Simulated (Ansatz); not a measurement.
Ta (bcc, W type)

```
CELL_PARAMETERS angstrom
     -1.65242     1.65242     1.65242
      1.65242    -1.65242     1.65242
      1.65242     1.65242    -1.65242
ATOMIC_POSITIONS crystal
  Ta 0.00000 0.00000 0.00000
```

E(V) scan at fixed shape, V₀ the volume above. Symmetry pins the atoms to their sites.

The numbers are results of r2SCAN (plane waves to 500 eV, PAW, scalar-relativistic; Ansatz, a program for electronic structure), not measurements. k mesh 21×21×21 (Γ-centred), Fermi-Dirac smearing 0.05 eV. Compression counts positive. Spin-orbit coupling is left out, though Ta is heavy. Ta is run without spin polarisation. Ta was relaxed with its symmetry unable to fall.

At one point of the scan the stress tensor (GPa) is:

```
   11.3      0.0      0.0
    0.0     11.3      0.0
    0.0      0.0     11.3
```

Which point is it?
A. V/V₀ = 0.950
B. V/V₀ = 0.925
C. V/V₀ = 0.975
D. V/V₀ = 0.900

A, V/V₀ = 0.950

(Under strain, the slope of the energy per volume gives the stress and its curvature an elastic modulus.)
